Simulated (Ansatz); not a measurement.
The relaxed structure here is a generated cell of ZrS2: the first start was made by placing the elements on the sites of a structure type, and the end was not matched to a known phase here, so it may be hypothetical. Known forms of ZrS2 include space group No. 164.

A relaxed cell of ZrS$_{2}$ (Fm-3m (No. 225)), relaxed on a k-mesh at least as fine as the one used below. These are PBEsol (plane waves to 420 eV, PAW, scalar-relativistic; Ansatz, an electronic-structure program) values and carry that method's errors. Γ-centred k-mesh 9×9×9 on the run's cell (coarser than for final values), Fermi–Dirac smearing 0.05 eV.

```xyz
6
Lattice="0.0000 6.1886 6.1886 3.0943 3.0943 6.1886 3.0943 3.0943 0.0000" Properties=species:S:1:pos:R:3 pbc="T T T"
Zr     0.0000     0.0000     0.0000
Zr     0.0000     3.0943     3.0943
S      1.5472     1.5472     1.5472
S      1.5472     4.6415     4.6415
S      4.6415     4.6415     4.6415
S      4.6415     7.7358     7.7358
```

The atoms are displaced along an unstable phonon of this cell by (Å):

```
atom     ux     uy      uz
----  -----  -----  ------
Zr1   0.000  0.000   0.000
Zr2   0.000  0.000   0.000
S3    0.000  0.000  -0.150
S4    0.000  0.000   0.150
S5    0.000  0.000  -0.150
S6    0.000  0.000   0.150
```

Q: What forces (eV/Å) and pressure result?

A: 
```tsv
atom	Fx	Fy	Fz
Zr1	0.00	0.00	0.00
Zr2	0.00	0.00	0.00
S3	0.00	0.00	-0.39
S4	0.00	0.00	0.39
S5	0.00	0.00	-0.39
S6	0.00	0.00	0.39
```

Pressure +0.1 GPa.

Q: Estimate the energy cost of the displacement in the harmonic approximation and compare with the calculation.

A: For a harmonic well ΔE = −½ Σ F·u = -0.117 eV a cell, or -20 meV/atom. The calculated energy relative to the undisplaced cell is -0.04 eV/atom, so anharmonic terms matter at this amplitude.

The undisplaced cell is probably no minimum: from this displacement the run went on to P4₂/nmc (No. 137), 0.06 eV/atom below it.

No spin polarisation in the result.
